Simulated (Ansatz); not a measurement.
Al2Au:
```
Al2Au
1.0
    0.00000     3.02998     3.02998
    3.02998     0.00000     3.02998
    3.02998     3.02998     0.00000
Al Au
2 1
Direct
  0.25000   0.25000   0.25000
  0.75000   0.75000   0.75000
  0.00000   0.00000   0.00000
```

This is the PBE-relaxed structure.

All from the program Ansatz at the PBE level (PAW), unless another level is named. Predict the density of states at the Fermi level.

0.31 states/eV per atom (mean over ±0.08 eV).

And the formation energy from the elements (no fitted shifts)?

-42 kJ/mol-atom.

Give the gap with spin–orbit coupling.

none (metallic).

Space group Fm-3m (fluorite or antifluorite type). The cell was relaxed with PBE under the symmetry of its start. The references are the lowest solids computed at this level, not always the standard phases. Spin–orbit coupling is left out wherever it is not named.

Potentials: the earlier of the program's two PAW sets.
